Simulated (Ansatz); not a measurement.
Given:

BaHfO3:
Space group Pm-3m (No. 221); a = b = c = 4.158 Å, α = β = γ = 90.00°

| atom | site | symmetry | x | y | z |
|---|---|---|---|---|---|
| Ba | 1b | m-3m | 0.5000 | 0.5000 | 0.5000 |
| Hf | 1a | m-3m | 0.0000 | 0.0000 | 0.0000 |
| O | 3d | 4/mm.m | 0.0000 | 0.0000 | 0.5000 |

This is the PBEsol-relaxed structure.

Question: All from PBEsol (plane waves, PAW; program Ansatz), unless another level is named. Predict the band gap.

Answer: 3.58 eV (indirect).

Question: What about the electron effective mass with spin–orbit coupling, band 2 of 2 at the edge?

Answer: 0.33 along [100], 0.38 along [110], 0.43 along [111] (mₑ).

Question: And the smallest direct gap on the standard path?

Answer: 3.67 eV.

Question: Give the formation energy from the elements (no fitted shifts).

Answer: -3.39 eV/atom.

Question: And the weight of the conduction-edge state by species (Voronoi cells)?

Answer: Hf 52 %, O 36 %, Ba 12 %.

The cell was relaxed with PBEsol under the symmetry of its start. No spin polarisation was allowed. The references are the lowest solids computed at this level, not always the standard phases (solids in place of the gases). Scalar-relativistic: spin–orbit coupling is off unless named, which matters more the heavier the elements.

Potentials: the later of the program's two PAW sets.
